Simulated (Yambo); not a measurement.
G0W0@PBEsol for FeSi (space group P2_13, No. 198) in Yambo (4×4×4 mesh, 7 Ry block, plasmon pole, screening fixed), without a terminator:

```
bands N in G  gap X → (0, 0.25, 0.25) (eV)  shift of the valence edge (eV)
------------  ----------------------------  ------------------------------
71                                   0.203                           1.287
102                                  0.202                           1.084
146                                  0.205                           0.949
```

Problem. Extrapolate both columns to infinite N with E(N) = E∞ + A/N, test the form, and compare with the terminator.

Solution. From two points, E∞ = (N2 E2 − N1 E1)/(N2 − N1). The two largest N give 0.21 eV for the gap and 0.64 eV for the shift; the two smallest give 0.20 eV and 0.62 eV. For the gap the slopes A are 0.2 and -1.0 eV: the form isn't reached, and its limit is uncertain. For the shift the slopes A are 47 and 46 eV: the 1/N form holds. With the Bruneval-Gonze terminator and 146 bands the run gives 0.20 eV and 0.72 eV, 0.01 eV and 0.08 eV from the extrapolated values: the terminator too is an estimate of the remainder. Block, mesh and the bands in W are held fixed.

Geometry of the Materials Project entry, not relaxed at this level; primitive cell a = 4.402 Å, b = 4.402 Å, c = 4.402 Å, α = 90.00°, β = 90.00°, γ = 90.00°.

The runs are not spin-polarised; magnetic order was not tried.

A shift is the quasiparticle energy of the state minus its PBEsol energy.
